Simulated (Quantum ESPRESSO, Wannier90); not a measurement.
## ZrS2 (CdI2 type), plane waves to Wannier functions

```xyz
3
Lattice="3.6914 0.0000 0.0000 -1.8457 3.1968 0.0000 0.0000 0.0000 6.0411" Properties=species:S:1:pos:R:3 pbc="T T T"
Zr     0.0000     0.0000     0.0000
S     -1.8457     1.0656    -1.4372
S      1.8457    -1.0656     1.4372
```

Materials Project entry mp-1186; symmetrised, unrelaxed at this level. Not found in the COD (Crystallography Open Database) copy used; not checked further. Method: PBEsol plane waves in Quantum ESPRESSO 7.5 (PseudoDojo norm-conserving files, 53 Ry, spinors with spin-orbit coupling), Bloch states on a 6×6×4 mesh through Γ, Wannier90 4.0.1. Density: 12×12×6 mesh, cold smearing 0.01 Ry. The cell is built of weakly bound layers, chains or molecules, whose nearest atoms lie 3.82 Å apart. Database cells relaxed without dispersion often hold them too far apart, which can enlarge gaps and weakens couplings between them; spacing and stacking were not compared with the measured crystal.

A tight-binding model is made by disentanglement and projection with no localisation steps (num_iter = 0), so the 22 orbitals stay atom-like: hydrogen-like Zr: d; S: p, axes along x, y, z; frozen window up to 2.45 eV relative to the valence-band maximum. It follows pw.x to 2.5 meV rms for states up to 2.0 eV relative to the valence-band maximum. Matrix elements depend on this choice of orbitals and windows.

What are the on-site energies relative to the valence-band maximum, and how fast do the hoppings decay?


| atom | orbitals | energy (eV) |
|---|---|---|
| Zr1 | dz2↑ dz2↓ | 1.80 |
| Zr1 | dxz↑ dxz↓ dyz↑ dyz↓ | 2.65 |
| Zr1 | dx2-y2↑ dx2-y2↓ dxy↑ dxy↓ | 2.16 |
| S2 | pz↑ pz↓ | -1.01 |
| S2 | px↑ px↓ py↑ py↓ | -1.12 |
| S3 | pz↑ pz↓ | -1.01 |
| S3 | px↑ px↓ py↑ py↓ | -1.12 |

```csv
distance of the centres (Å),largest modulus (eV)
2–3,1.6
3–4,0.53
4–5,0.039
5–6,0.12
6–7,0.032
7–8,0.024
8–9,0.0095
```
